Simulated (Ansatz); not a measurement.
## GaSn2N: computed property card

GaSn$_{2}$N:
```xyz
4
Lattice="1.8991 1.0964 6.9735 -1.8991 1.0964 6.9735 0.0000 -2.1929 6.9735" Properties=species:S:1:pos:R:3 pbc="T T T"
Ga     0.0000     0.0000     0.5641
N      0.0000     0.0000     2.5131
Sn     0.0000     0.0000    10.0813
Sn     0.0000     0.0000    12.9927
```

Space group R3m (No. 160); conventional cell a = 3.798 Å, b = 3.798 Å, c = 20.920 Å, α = 90.00°, β = 90.00°, γ = 120.00°.

Method: plane-wave PAW PBEsol (Ansatz code). Structure relaxed to zero pressure with the same functional. Other levels are named where they apply.

**Cell and energy**

- Volume per atom = 21.78 Å³
- Density = 6.12 g/cm³
- Formation energy from the elements (no fitted shifts) = 308 meV/atom

**Electronic structure**

- Electronic character: metallic (no gap)
- Density of states at the Fermi level: 0.55 states/eV per atom (mean over ±0.08 eV)

The start of the workflow was typed in or built on a structure type; neither database checked (COD, Materials Project) lists it. Its standing as an ambient phase is unchecked. The PBEsol relaxation kept the symmetry of its start; its stability against distortions is not shown here. The volume moved by 21 % from the start of the relaxation. Its formation energy is positive at this level, so the cell may be metastable or incomplete. The references are the lowest solids computed at this level, not always the standard phases (solids in place of the gases). Spin–orbit coupling is left out wherever it is not named.

Potentials: the earlier of the program's two PAW sets. The files were generated under PBE; for other functionals the program regenerates the frozen cores, and for LDA and PBEsol the local potential too.
